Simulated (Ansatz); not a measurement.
MgPt in space group P2_13 (No. 198; Mg on 4a, Pt on 4a), the program Ansatz at the PBEsol level (PAW), all energies at zero smearing, with the estimated change up to a 700 eV cutoff added, with one set of potentials and settings (totals compare only within such a set). Cell of 8 atoms (4 Mg, 4 Pt): -57188.748 eV.

```csv
element,reference phase,E (eV/atom)
Mg,"P6_3/mmc, 2 atoms in the cell",-1912.0511
Pt,"Fm-3m, 1 atoms in the cell",-12383.8180
```

Formation energy per atom, worked out: (-57188.748 − 4×(-1912.0511) − 4×(-12383.8180))/8 = -0.659 eV/atom (-64 kJ per mol of atoms), at 0 K, without zero-point energy or fitted corrections.

The first step of the workflow began from a Materials Project structure, measured or hypothetical; the Crystallography Open Database copy checked does not list it. With Mg and Pt taken as one species the cell has the higher symmetry Pa-3, so it may be an ordered model of a mixed-site phase. Its standing as an ambient phase is unchecked. Symmetry was held in the PBEsol relaxation. At this level the phase is mechanically unstable. No spin polarisation was allowed. The references are the lowest solids computed at this level, not always the standard phases. Spin–orbit coupling is left out wherever it is not named.

Potentials: the later of the program's two PAW sets.
